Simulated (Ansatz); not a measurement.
# Stress against strain in AlRu

```yaml
crystal:
  lattice:
    - [2.99160, 0.00000, 0.00000]
    - [0.00000, 2.99160, 0.00000]
    - [0.00000, 0.00000, 2.99160]
  atoms:
    - { symbol: Al, position: [0.00000, 0.00000, 0.00000] }
    - { symbol: Ru, position: [0.50000, 0.50000, 0.50000] }
```

Atoms are numbered in the order listed.

The cell comes from COD entry 1527371, which wasn't checked; take it as a given geometry.

Spin polarisation is left out, and whether a magnetic state lies lower isn't shown here.

Computed with DFT, PBEsol, all-electron LAPW, scalar-relativistic (Ansatz 0.2.0).

Numerical set-up: a Γ-centred 12×12×12 k mesh, Fermi–Dirac smearing of 0.05 eV, basis error target 1 meV/atom, no spin polarisation.

The strain is applied along the Cartesian axes of the cell as listed (the other components stay zero). Fractional coordinates are held (clamped ions).

σ is the change of stress from the unstrained cell, which is at -3.42 GPa; tension is positive, so slopes are stress–strain coefficients at that pressure. In a metal the k mesh adds noise.

Only quantities that a quadratic follows smoothly over the whole series are listed; rougher ones are left out.

```csv
εxx = εyy,σzz (GPa),σxx (GPa)
-0.0200,-6.39,-10.41
-0.0100,-3.04,-4.93
0.0000,0.00,0.00
0.0200,5.26,8.40
```

Task: Fit the series and read off the stiffness at zero strain.

Result: Least-squares fits y = p0 + p1 x + p2 x² to the rows give σzz (GPa): p1 = 291, p2 = -1400; σxx (GPa): p1 = 470, p2 = -2500. So 2 C12 = 291 GPa and C11 + C12 = 470 GPa.

Task: One run, at εxx = εyy = 0.0100, is withheld. Predict its row.

Result: The fits give 2.77, 4.46; the run gave 2.76, 4.43.
